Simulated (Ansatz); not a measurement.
Sheets of one type (M2XT2 MXene (mixed sites)-type), r²SCAN+D4 in the plane-wave PAW code Ansatz; HSE06 gaps on those cells.

```
layer   a (Å)  thickness (Å)
------  -----  -------------
W2NO2   2.800           5.52
Y2NO2   3.525           4.61
Ta2NO2  3.009           4.94
Hf2NO2  3.177           4.78
Mo2NO2  2.813           5.36
Sc2NO2    [?]            [?]
```

Question: Some entries are withheld; supply them.

Answer: 
- Sc2NO2, a (Å): 3.237
- Sc2NO2, thickness (Å): 4.38

Spin orders computed, not proven ground states: Y2NO2, M2XT2 MXene (mixed sites)-type layer ferromagnetic; Ta2NO2, M2XT2 MXene (mixed sites)-type layer ferromagnetic; Hf2NO2, M2XT2 MXene (mixed sites)-type layer ferromagnetic; Sc2NO2, M2XT2 MXene (mixed sites)-type layer ferromagnetic. Began spin-polarised and lost the moments: W2NO2, M2XT2 MXene (mixed sites)-type layer; Mo2NO2, M2XT2 MXene (mixed sites)-type layer. All cells were relaxed under the symmetry of their starts (and spin orders); stability against distortions was not tested throughout. No Hubbard U is applied. Scalar-relativistic: spin–orbit coupling is off unless named, which matters more the heavier the elements. Constructed layers (a layer type filled with these elements): W2NO2, M2XT2 MXene (mixed sites)-type layer; Y2NO2, M2XT2 MXene (mixed sites)-type layer; Ta2NO2, M2XT2 MXene (mixed sites)-type layer; Hf2NO2, M2XT2 MXene (mixed sites)-type layer; Mo2NO2, M2XT2 MXene (mixed sites)-type layer; Sc2NO2, M2XT2 MXene (mixed sites)-type layer.

Potentials: the later of the program's two PAW sets.
